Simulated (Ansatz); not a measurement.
Problem. Cu3HO (anti-perovskite, Pm-3m) is relaxed with the program Ansatz at the r²SCAN level (PAW). What lattice parameters of the conventional cell result?

Solution. a = 3.867 Å.

Problem. Is it a metal or does it have a gap at this level?

Solution. A gap of 0.07 eV, direct.

The start of the workflow was typed in or built on a structure type; neither database checked (COD, Materials Project) lists it. Its standing as an ambient phase is unchecked. The r²SCAN relaxation kept the symmetry of its start; whether a distortion lowers the energy is not shown. The workflow began spin-polarised and lost its moments. The volume moved by 28 % from the start of the relaxation. Its formation energy is positive at this level, so the cell may be metastable or incomplete. No Hubbard U is applied.

Potentials: the earlier of the program's two PAW sets.
